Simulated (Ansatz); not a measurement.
A relaxation computed with Ansatz, from input to last step.

```yaml
crystal:
  lattice:
    - [0.0, 3.4495032204, 3.4495032204]
    - [3.4495032204, 0.0, 3.4495032204]
    - [3.4495032204, 3.4495032204, 0.0]
  atoms:
    - { symbol: Li, position: [0.0, 0.0, 0.0] }
    - { symbol: Li, position: [0.25, 0.25, 0.25] }
    - { symbol: In, position: [0.5, 0.5, 0.5] }
    - { symbol: In, position: [0.75, 0.75, 0.75] }
basis:
  ecutwfc: 420
kpoints:
  mp_grid: { grid: [12, 12, 12] }
hamiltonian:
  xc: lda
scf:
  occupations: { method: gaussian, width: 0.1 }
output:
  forces: true
  stress: true
  eigenvalues: true
relax:
  adjacent_minimum: "off"
  f_tol: 0.005
  max_steps: 50
  cell: { stress_tol: 0.05 }
```

```bash
ansatz run input.yaml --threads 1 --pin off --max-ram 2560MiB --backend cpu --events-out ev --progress --plain --runs-dir out
```

Theory: Ansatz, DFT LDA, scalar-relativistic, plane waves, PAW.

Of 5 frames 5 are shown, positions in Å and forces in eV/Å; the SCF threshold varies from step to step. Steps run on the plane waves of an earlier cell, with a Pulay correction in the pressure. The basis is chosen afresh for the last frame, the zero of the energies, and at times for earlier ones too; energy and pressure step there, also at an unchanged geometry.

```xyz
4
Lattice="0.0000 3.4495 3.4495 3.4495 0.0000 3.4495 3.4495 3.4495 0.0000" Properties=species:S:1:pos:R:3:forces:R:3 pbc="T T T" step=1 free_energy_over_end_meV_per_atom=23.61 pressure_GPa=-3.46
Li    0.0000    0.0000    0.0000    0.0000    0.0000    0.0000
Li    1.7248    1.7248    1.7248    0.0000    0.0000    0.0000
In    3.4495    3.4495    3.4495    0.0000    0.0000    0.0000
In    5.1743    5.1743    5.1743    0.0000    0.0000    0.0000
4
Lattice="0.0000 3.3025 3.3025 3.3025 0.0000 3.3025 3.3025 3.3025 0.0000" Properties=species:S:1:pos:R:3:forces:R:3 pbc="T T T" step=2 free_energy_over_end_meV_per_atom=2.05 pressure_GPa=1.38
Li    0.0000    0.0000    0.0000    0.0000    0.0000    0.0000
Li    1.6512    1.6512    1.6512    0.0000    0.0000    0.0000
In    3.3025    3.3025    3.3025    0.0000    0.0000    0.0000
In    4.9537    4.9537    4.9537    0.0000    0.0000    0.0000
4
Lattice="0.0000 3.3419 3.3419 3.3419 0.0000 3.3419 3.3419 3.3419 0.0000" Properties=species:S:1:pos:R:3:forces:R:3 pbc="T T T" step=3 free_energy_over_end_meV_per_atom=-0.05 pressure_GPa=-0.27
Li    0.0000    0.0000    0.0000    0.0000    0.0000    0.0000
Li    1.6709    1.6709    1.6709    0.0000    0.0000    0.0000
In    3.3419    3.3419    3.3419    0.0000    0.0000    0.0000
In    5.0128    5.0128    5.0128    0.0000    0.0000    0.0000
4
Lattice="0.0000 3.3354 3.3354 3.3354 0.0000 3.3354 3.3354 3.3354 0.0000" Properties=species:S:1:pos:R:3:forces:R:3 pbc="T T T" step=4 free_energy_over_end_meV_per_atom=-0.16 pressure_GPa=-0.02
Li    0.0000    0.0000    0.0000    0.0000    0.0000    0.0000
Li    1.6677    1.6677    1.6677    0.0000    0.0000    0.0000
In    3.3354    3.3354    3.3354    0.0000    0.0000    0.0000
In    5.0031    5.0031    5.0031    0.0000    0.0000    0.0000
4
Lattice="0.0000 3.3354 3.3354 3.3354 0.0000 3.3354 3.3354 3.3354 0.0000" Properties=species:S:1:pos:R:3:forces:R:3 pbc="T T T" step=5 free_energy_over_end_meV_per_atom=0.00 pressure_GPa=-0.02
Li    0.0000    0.0000    0.0000    0.0000    0.0000    0.0000
Li    1.6677    1.6677    1.6677    0.0000    0.0000    0.0000
In    3.3354    3.3354    3.3354    0.0000    0.0000    0.0000
In    5.0031    5.0031    5.0031    0.0000    0.0000    0.0000
```